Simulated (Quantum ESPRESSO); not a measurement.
pw.x input (Quantum ESPRESSO 7.5; PBEsol, PseudoDojo standard norm-conserving files, fully relativistic):

```
&CONTROL
  calculation = 'scf'
  pseudo_dir = './pseudo'
  outdir = './out'
  tprnfor = .true.
  tstress = .true.
/
&SYSTEM
  ibrav = 0
  nat = 2
  ntyp = 2
  ecutwfc = 88.0
  ecutrho = 352.0
  occupations = 'smearing'
  smearing = 'fd'
  degauss = 0.002
  nbnd = 24
  noncolin = .true.
  lspinorb = .true.
/
&ELECTRONS
  conv_thr = 2e-10
/
ATOMIC_SPECIES
Be 9.0122 Be.upf
Te 127.6000 Te.upf
CELL_PARAMETERS angstrom
  0.000000000000   2.803381133000   2.803381133000
  2.803381133000   0.000000000000   2.803381133000
  2.803381133000   2.803381133000   0.000000000000
ATOMIC_POSITIONS crystal
Be   0.000000000000   0.000000000000   0.000000000000
Te   0.250000000000   0.250000000000   0.250000000000
K_POINTS automatic
8 8 8 0 0 0
```

End of the output:

```
     total energy              =    -236.91904858 Ry
     estimated scf accuracy    <       0.00000305 Ry
     total energy              =    -236.91904925 Ry
     estimated scf accuracy    <       0.00000008 Ry
     total energy              =    -236.91904930 Ry
     estimated scf accuracy    <          2.3E-09 Ry
[...]
     the Fermi energy is     8.9898 ev
!    total energy              =    -236.91904930 Ry
     estimated scf accuracy    <          1.6E-10 Ry
     smearing contrib. (-TS)   =      -0.00000000 Ry
     internal energy E=F+TS    =    -236.91904930 Ry
     The total energy is F=E-TS. E is the sum of the following terms:
     one-electron contribution =    -115.94642518 Ry
     hartree contribution      =      59.74289640 Ry
     xc contribution           =     -53.32533069 Ry
     ewald contribution        =    -127.39018984 Ry
     convergence has been achieved in   7 iterations
     Forces acting on atoms (cartesian axes, Ry/au):
     atom    1 type  1   force =     0.00000000   -0.00000000   -0.00000000
     atom    2 type  2   force =    -0.00000000    0.00000000    0.00000000
     Total force =     0.000000     Total SCF correction =     0.000000
     Computing stress (Cartesian axis) and pressure
          total   stress  (Ry/bohr**3)                   (kbar)     P=        0.29
   0.00000200   0.00000000   0.00000000            0.29        0.00        0.00
   0.00000000   0.00000200  -0.00000000            0.00        0.29       -0.00
   0.00000000  -0.00000000   0.00000200            0.00       -0.00        0.29
```
In a gapped system the printed Fermi energy is only some level inside the gap.

Geometry relaxed with PBEsol.
